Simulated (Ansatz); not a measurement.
Suppose In₃GeO₂ takes space group P6mm (No. 183), with In on 2b and 1a; Ge on 1a; O on 2b.

These are results of DFT PBE, scalar-relativistic, plane waves, PAW (Ansatz 0.2.0), not measurements. Cutoff 420 eV, Γ-centred mesh, Gaussian smearing, no spin polarisation.

Formation energies are uncorrected and refer to the elements' standard structures at the same level (O₂ as a molecule).

Task: Which cell and coordinates does it relax to?

Result:

Space group P6mm (No. 183). a = 5.025 Å, b = 5.025 Å, c = 5.328 Å, α = 90.00°, β = 90.00°, γ = 120.00°
```tsv
atom	site	symmetry	x	y	z
In	2b	3m.	0.3333	0.6667	0.5432
In	1a	6mm	0.0000	0.0000	0.9566
Ge	1a	6mm	0.0000	0.0000	0.4453
O	2b	3m.	0.3333	0.6667	0.9296
```

Around In on a site of symmetry 3m lie 1 O at 2.06 Å, 3 In at 2.90 Å and 3 Ge at 2.95 Å; In on a site of symmetry 6mm has 2 Ge at 2.60–2.72 Å and 6 O at 2.90 Å; Ge has 2 In at 2.60–2.72 Å and 6 In at 2.95 Å; around O lie 1 In at 2.06 Å, 3 O at 2.90 Å and 3 In at 2.90 Å. Another local minimum with the same sites may exist.

Task: Where does its energy lie, and is it a metal?

Result: The energy over the elements is −0.06 eV/atom and the gap on the 12×12×8 mesh of the 6-atom cell is 0 eV (a metal).

The last run used Gaussian smearing of 0.10 eV. An odd number of electrons in the primitive cell allows no gap without spin; a larger cell or a magnetic state could open one. The cell is a metal run without spin; a magnetic state may lie lower. A structure relaxed within its symmetry needn't be a true minimum. Another cell of In3GeO2 relaxed alike, in Cmmm, lies 0.49 eV/atom lower, so this cell isn't the stable form at this level.
